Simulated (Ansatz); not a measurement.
La2O3:
```
CELL_PARAMETERS angstrom
      3.93522     0.00000     0.00000
     -1.96761     3.40800     0.00000
      0.00000     0.00000     6.12632
ATOMIC_POSITIONS crystal
  La 0.33333 0.66667 0.24613
  La 0.66667 0.33333 0.75387
  O  0.00000 0.00000 0.00000
  O  0.33333 0.66667 0.64612
  O  0.66667 0.33333 0.35388
```

DFT-r²SCAN in the program Ansatz with PAW potentials gives a gap of 4.23 eV without spin–orbit coupling, maximum at L, minimum at K.

Question: What happens when spin–orbit coupling is switched on?

Answer: The gap drops by 0.02 eV, to 4.21 eV; maximum at L, minimum at K.

Question: Give the electron effective mass with spin–orbit coupling.

Answer: 1.3 mₑ (isotropic).

Question: Give the hole effective mass with spin–orbit coupling.

Answer: 1.1, 2.6, 4.3 mₑ (principal values).

Space group P-3m1 (La2O3 or Ni2Al3 type). The cell was relaxed with r²SCAN under the symmetry of its start.

Potentials: the later of the program's two PAW sets.
